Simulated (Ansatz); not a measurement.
Ga2BiAs:
```xyz
4
Lattice="2.1247 1.2267 6.9701 -2.1247 1.2267 6.9701 0.0000 -2.4534 6.9701" Properties=species:S:1:pos:R:3 pbc="T T T"
Ga     0.0000     0.0000    18.4525
Ga     0.0000     0.0000     7.7001
Bi     0.0000     0.0000    10.4424
As     0.0000     0.0000    20.9082
```

Relaxed with r²SCAN. Special points in fractions of this cell's reciprocal vectors: Γ (0.000, 0.000, 0.000); T (0.500, 0.500, 0.500); H2 (0.813, 0.187, 0.500); H0 (0.500, -0.187, 0.187); L (0.500, 0.000, 0.000); S0 (0.344, -0.344, 0.000); S2 (0.656, 0.000, 0.344); F (0.500, 0.000, 0.500).

Problem. List the band energies nearest the Fermi level at these points for plane-wave PAW r²SCAN (Ansatz code).

Solution. In eV from the Fermi level; about four levels below and three above (degenerate sets whole), none deeper than 8.9 eV; points with the same levels are listed once.

```
k                           below           above
--  -----------------------------  --------------
Γ         -1.92 -1.92 -1.11 -0.52  0.13 0.13 0.46
T   -1.81 -1.81 -0.23 -0.23 -0.15  1.38 3.68 3.68
H2        -4.29 -3.68 -2.74 -2.22  1.73 1.99 4.12
L         -3.72 -3.40 -2.95 -1.78  1.15 2.16 3.88
S0        -4.35 -3.66 -2.81 -2.24  1.56 2.67 3.71
F         -3.20 -3.08 -1.51 -1.28  0.04 1.07 1.16
```

Space group R3m. The first step of the workflow began from a Materials Project structure, measured or hypothetical; the Crystallography Open Database copy checked does not list it. Whether it is the stable phase at ambient conditions was not checked. The r²SCAN relaxation kept the symmetry of its start; its stability against distortions is not shown here. A small band overlap can be real or an error of a semilocal functional. Spin–orbit coupling is left out wherever it is not named.

Potentials: the later of the program's two PAW sets.
